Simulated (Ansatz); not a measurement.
A geometry of W away from equilibrium: step 4 of the relaxation of a relaxed W cell, doubled along one cell vector, shaken by Gaussian noise of σ = 0.08 Å a coordinate. Calculation: r2SCAN (plane waves to 500 eV, PAW, scalar-relativistic; Ansatz, a first-principles code). Γ-centred k-mesh 13×13×2 on the run's cell (coarser than for final values), Fermi–Dirac smearing 0.05 eV.

```yaml
crystal:
  lattice:
    - [2.75541, -0.01786, -0.00689]
    - [-1.39317, 2.42000, 0.00969]
    - [-0.04897, 0.05130, 19.63393]
  atoms:
    - { symbol: W, position: [0.00491, 0.97906, 0.99654] }
    - { symbol: W, position: [0.92981, 0.95315, 0.49621] }
    - { symbol: W, position: [0.99160, 0.99151, 0.24688] }
    - { symbol: W, position: [0.02454, 0.99569, 0.74658] }
    - { symbol: W, position: [0.24886, 0.63417, 0.12277] }
    - { symbol: W, position: [0.31175, 0.66486, 0.62195] }
    - { symbol: W, position: [0.78309, 0.38400, 0.37193] }
    - { symbol: W, position: [0.68322, 0.36100, 0.87225] }
```

Question: Which atoms carry the largest force, and which way does it point?

Answer: 0.51 eV/Å, on W7 (atoms numbered as listed); on W7 its components are (0.46, 0.22, -0.01).

Question: What is the pressure?

Answer: -0.6 GPa, compression positive.

Question: How far above the relaxed end point is this geometry?

Answer: 0.52 to 0.53 eV/atom (the two k-meshes of the run give this range); the path ends in Im-3m (No. 229) (bcc (W type)).

No spin polarisation in the result.

Of the parent cell (P6₃/mmc (No. 194)): it is a generated cell of W: the first start was made by placing the elements on the sites of a structure type, and the end was not matched to a known phase here, so it may be hypothetical. Known forms of W include space group No. 229.
